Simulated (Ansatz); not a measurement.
Mg$_{2}$NF:
```
CELL_PARAMETERS angstrom
     -2.09351     2.09351     5.01360
      2.09351    -2.09351     5.01360
      2.09351     2.09351    -5.01360
ATOMIC_POSITIONS crystal
  Mg 0.21326 0.21326 0.00000
  Mg 0.96326 0.46326 0.50000
  Mg 0.53674 0.03674 0.50000
  Mg 0.78674 0.78674 0.00000
  N  0.00000 0.00000 0.00000
  N  0.75000 0.25000 0.50000
  F  0.50000 0.50000 0.00000
  F  0.25000 0.75000 0.50000
```

Relaxed with PBEsol. Plane-wave PAW PBEsol (Ansatz code) gives a gap of 2.18 eV.

**Question.** What gap does HSE06 give on the same cell (Ansatz, PAW)?

**Answer.** 3.53 eV, 1.35 eV more. The hybrid was solved on a coarser mesh and at special points; the gap given is the minimum over both.

```tsv
k	v1 PBEsol	c1 PBEsol	v1 HSE06	c1 HSE06
Γ	-0.08	2.18	-0.07	3.53
M	-0.29	4.57	(withheld)	(withheld)
X	-0.43	4.88	-0.47	6.32
P	-0.57	5.09	(withheld)	(withheld)
N	-0.38	5.44	-0.41	6.93
S0	-0.38	5.31	(withheld)	(withheld)
R	-0.47	4.94	(withheld)	(withheld)
```

**Question.** Top valence (v1) and lowest conduction level (c1) in eV from each method's valence maximum (which need not be a listed point): supply the withheld HSE06 values.

**Answer.** 
- R, v1 HSE06: -0.51
- R, c1 HSE06: 6.39
- P, v1 HSE06: -0.59
- P, c1 HSE06: 6.54
- M, v1 HSE06: -0.33
- M, c1 HSE06: 6.02
- S0, v1 HSE06: -0.41
- S0, c1 HSE06: 6.77

Cost on shared cores: the PBEsol run (SCF on a 9×9×9 mesh, then bands and DOS) roughly 90 core-seconds, the HSE06 run (SCF on 6×6×6, then a few points) around 14 core-minutes (rough); the tasks are unlike.

Space group I4_1/amd. The workflow started from a Materials Project entry (that database holds measured and hypothetical structures alike); the Crystallography Open Database files this formula in space group No. 141, but the cells were not matched. Whether it is the stable phase at ambient conditions was not checked. Symmetry was held in the PBEsol relaxation; its stability against distortions is not shown here.

Potentials: the later of the program's two PAW sets.
